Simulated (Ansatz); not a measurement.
**Surface calculation: fcc Ag (110), 5 layers**

The slab is cut from the fcc crystal, the stable phase, as relaxed on PAW files (16.66 Å³/atom), with 16 Å of vacuum and a dipole correction:

```yaml
crystal:
  lattice:
    - [2.86690, 0.00000, 0.00000]
    - [0.00000, 4.05441, 0.00000]
    - [0.00000, 0.00000, 21.73380]
  atoms:
    - { symbol: Ag, position: [0.00000, 0.00000, 0.36809] }
    - { symbol: Ag, position: [0.50000, 0.50000, 0.43405] }
    - { symbol: Ag, position: [0.00000, 0.00000, 0.50000] }
    - { symbol: Ag, position: [0.50000, 0.50000, 0.56595] }
    - { symbol: Ag, position: [0.00000, 0.00000, 0.63191] }
```

Level of theory: DFT with PBEsol, scalar-relativistic, in Ansatz 0.2.0; a Γ-centred 14×10×1 k mesh, Fermi–Dirac smearing of 0.05 eV, no spin polarisation. LAPW: all electrons, basis error target 1 meV/atom; PAW: frozen-core files, cutoff 420 eV.

The bulk energy comes from a cell in the slab's orientation on a 14×10×14 mesh. The surface energy is (E(slab) − N·E(bulk))/2A at zero smearing, the mean of both faces; thin slabs carry quantum-size effects.

The PAW files were made under PBE.

Question: As cut, the LAPW slab lies 1.767 eV above 5 atoms of bulk. What surface energy is that?

Answer: Over two faces of 11.62 Å² it is 76.0 meV/Å², and times 16.02 J/m² per eV/Å² that gives γ = 1.218 J/m².

| method | γ as cut (J/m²) | γ relaxed (J/m²) | Φ as cut (eV) | Φ relaxed (eV) |
| --- | --- | --- | --- | --- |
| LAPW | 1.218 | 1.193 | 4.30 | 4.34 |
| PAW | 1.217 | 1.192 | 4.30 | 4.34 |

Question: How do the spacings between the planes relax?

Answer: From the bottom face up: d12 -7.9 % of 1.433 Å, d23 +2.6 % of 1.433 Å, d34 +2.6 % of 1.433 Å, d45 -7.9 % of 1.433 Å.

Question: What changes if relativity is switched off, at the same positions?

Answer: LAPW then gives: no gap, work function 4.06 eV.

Question: A field of 0.2 V/Å is applied along the normal, atoms held. What follows?

Answer: LAPW finds an induced dipole of 0.1085 e·Å a cell (PAW 0.1084), that is 8.44 Å for 4πα over the area, against 5.58 Å between the outer atoms.

Question: A 3d core hole is made on one atom of each kind in every 1×1 cell (PAW hole dataset, neutral cell, valence without spin). What does it cost by layer?

Answer: layer 1 367.84 eV, layer 2 368.02 eV, layer 3 368.06 eV. Shifts between layers mean more than the absolute values, and a whole layer of holes screens otherwise than one hole.
